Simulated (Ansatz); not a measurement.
CsCuF₄:
```yaml
crystal:
  lattice:
    - [-3.10092, 3.10092, 6.13255]
    - [3.10092, -3.10092, 6.13255]
    - [3.10092, 3.10092, -6.13255]
  atoms:
    - { symbol: Cs, position: [0.75000, 0.75000, 0.00000] }
    - { symbol: Cs, position: [0.25000, 0.25000, 0.00000] }
    - { symbol: Cu, position: [0.50000, 0.00000, 0.50000] }
    - { symbol: Cu, position: [0.00000, 0.50000, 0.50000] }
    - { symbol: F, position: [0.45895, 0.24201, 0.50000] }
    - { symbol: F, position: [0.54105, 0.75799, 0.50000] }
    - { symbol: F, position: [0.74201, 0.95895, 0.50000] }
    - { symbol: F, position: [0.25799, 0.04105, 0.50000] }
    - { symbol: F, position: [0.24201, 0.74201, 0.78306] }
    - { symbol: F, position: [0.75799, 0.25799, 0.21694] }
    - { symbol: F, position: [0.95895, 0.45895, 0.21694] }
    - { symbol: F, position: [0.04105, 0.54105, 0.78306] }
```

r²SCAN (plane waves, PAW; program Ansatz) gives a gap of 2.07 eV without spin–orbit coupling, maximum at Γ, minimum at X.

Q: What happens when spin–orbit coupling is switched on?

A: The gap falls by 0.02 eV, to 2.05 eV; maximum at X, minimum at X.

Q: Give the hole effective mass with spin–orbit coupling.

A: 3.1, 5.2, 7.9 mₑ (principal values).

Space group I4/mcm. The first step of the workflow began from a Materials Project structure, measured or hypothetical; the Crystallography Open Database copy checked does not list it. Its standing as an ambient phase is unchecked. Symmetry was held in the r²SCAN relaxation; whether a distortion lowers the energy is not shown. The run is not spin-polarised. No Hubbard U is applied.

Potentials: the later of the program's two PAW sets.
